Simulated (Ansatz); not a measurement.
**Notes on Au**

```xyz
1
Lattice="0.0000 2.0718 2.0718 2.0718 0.0000 2.0718 2.0718 2.0718 0.0000" Properties=species:S:1:pos:R:3 pbc="T T T"
Au    0.0000    0.0000    0.0000
```

Level: r2SCAN, no spin polarisation; 500 eV; 14×14×14 Γ-centred mesh; fermi-dirac occupations (width 0.0617 eV); Ansatz 0.2.0, fixed geometry.

(1) What happens at the Fermi level?

(2) Describe some of the short contacts.

(3) What does the stress say?

Origin: a database entry at a rescaled volume.

## Answers

(1) It is a metal, with about 0.28 states/eV a cell as the mean within 0.25 eV of the Fermi level.

(2) Au–Au at 2.93 Å: least valence density 0.26 e/Å³ and ELF 0.19 there. Both are smooth PAW fields, read partly inside the augmentation spheres.

(3) The pressure is -2.1 GPa (compression positive), so with the atoms held at these fractions the cell would first shrink.
